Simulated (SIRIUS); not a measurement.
Set-up for a self-consistent single point of MoSeS (P-3m1, 6 atoms in the cell; from Materials Project mp-1221404, changed as shown).

```yaml
crystal:
  lattice:
    - [3.27405, 0.00000, 0.00000]
    - [-1.63703, 2.83541, 0.00000]
    - [0.00000, 0.00000, 13.70746]
  atoms:
    - { symbol: Mo, position: [0.00000, 0.00000, 0.25915] }
    - { symbol: Mo, position: [0.00000, 0.00000, 0.74085] }
    - { symbol: Se, position: [0.66667, 0.33333, 0.86489] }
    - { symbol: Se, position: [0.33333, 0.66667, 0.13511] }
    - { symbol: S, position: [0.33333, 0.66667, 0.37059] }
    - { symbol: S, position: [0.66667, 0.33333, 0.62941] }
```

Level of theory: PBEsol, GBRV PBEsol ultrasoft pseudopotentials (plane waves; SIRIUS 7.12.0).

SIRIUS settings:

parameters.ngridk: 6 6 2
parameters.xc_functionals: [XC_GGA_X_PBE_SOL, XC_GGA_C_PBE_SOL]
parameters.gk_cutoff: 6.325 1/bohr
parameters.pw_cutoff: 14.143 1/bohr
parameters.smearing: gaussian
parameters.smearing_width: 0.000734986 Ha
potentials: GBRV PBEsol ultrasoft pseudopotentials
parameters.electronic_structure_method: pseudopotential
parameters.num_bands: 31
parameters.num_mag_dims: 0
parameters.num_dft_iter: 100
parameters.energy_tol: 1e-07 Ha
parameters.density_tol: 1e-06
mixer.type: broyden2
mixer.beta: 0.3
mixer.use_hartree: false

Results:

* **Number of valence electrons**: 52
* **Number of bands**: 31
* **Number of k-points after the program's reduction**: 14
* **Number of plane waves (most at a k-point)**: 3700
* **Number of SCF iterations**: 31
* **FFT grid**: 30 × 30 × 120
* **Free energy E − TS**: -5628.2345 eV
* **Gap on the k-point mesh**: 1.01 eV
* **Pressure**: -5.43 GPa
* **Largest force (vector length)**: 0.466 eV/Å

Forces (eV/Å):
```tsv
atom	Fx	Fy	Fz
Mo1	0.000	0.000	0.025
Mo2	0.000	0.000	-0.025
Se3	0.000	0.000	-0.444
Se4	0.000	0.000	0.444
S5	0.000	0.000	-0.466
S6	0.000	0.000	0.466
```

Stress (GPa, positive for compression):
```
-6.07   0.00   0.00
 0.00  -6.07   0.00
 0.00   0.00  -4.14
```

Gaps are taken between levels on the mesh.

For comparison: a first run was changed to give this one (volume scaled by 1.02), and from it to this one the free energy rises by 11.0 meV/atom, the pressure goes from -3.19 to -5.43 GPa, the largest force goes from 0.169 to 0.466 eV/Å and the gap on the mesh moves little (1.018 to 1.010 eV).

The structure comes from a collection of computed structures, made at another level of theory; the collection holds predicted forms beside known ones.

Cost on one core: very roughly 120 core-seconds.
